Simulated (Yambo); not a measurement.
Yambo run on AlBO₃ (space group R-3c, No. 167). The wavefunctions are PBEsol (Quantum ESPRESSO, PseudoDojo norm-conserving, 84 Ry, scalar-relativistic) ones on a 4×4×4 mesh (24 occupied bands); a = b = c = 5.314 Å, α = β = γ = 50.16°.

Yambo input:

```
rim_cut
gw0
dyson
el_el_corr
HF_and_locXC
ppa
em1d
RandQpts= 1000000
RandGvec= 1 Ry
EXXRLvcs= 84 Ry
VXCRLvcs= 336 Ry
Chimod= "HARTREE"
% BndsRnXp
 1 | 125 |
%
NGsBlkXp= 2 Ry
% LongDrXp
 1.0 | 1.0 | 1.0 |
%
PPAPntXp= 27.2114 eV
% GbndRnge
 1 | 125 |
%
GTermKind= "BG"
DysSolver= "n"
ExtendOut
% QPkrange
 1 | 1 | 24 | 24 |
 8 | 8 | 24 | 25 |
%
```

k points by index: 1 = Γ, 8 = (0.25, 0.25, 0.25).

The o-*.qp file then holds:

```
#    K-point    Band    Eo [eV]    E [eV]    E-Eo [eV]    Vxc [eV]    Vnlxc [eV]    Sc|Eo [eV]    Sc|E [eV]    dSc/dw|Eo [eV]    Re(Z)    Im(Z)
#
    1    24    0.000000    -1.759098    -1.759098    -20.40823    -26.31093    3.836336    4.143608    -4.752903    0.851305    -0.875951E-3
    8    24    -0.193280    -1.961570    -1.768290    -20.26096    -26.18276    3.843840    4.153507    -4.765050    0.850982    -0.879516E-3
    8    25    5.745380    7.389223    1.643843    -11.75100    -6.121299    -3.732184    -3.985858    -4.198997    0.866318    -0.748105E-3
```
(The two width columns are left out.) Convergence of these settings isn't established.

Geometry of the Materials Project entry, not relaxed at this level.
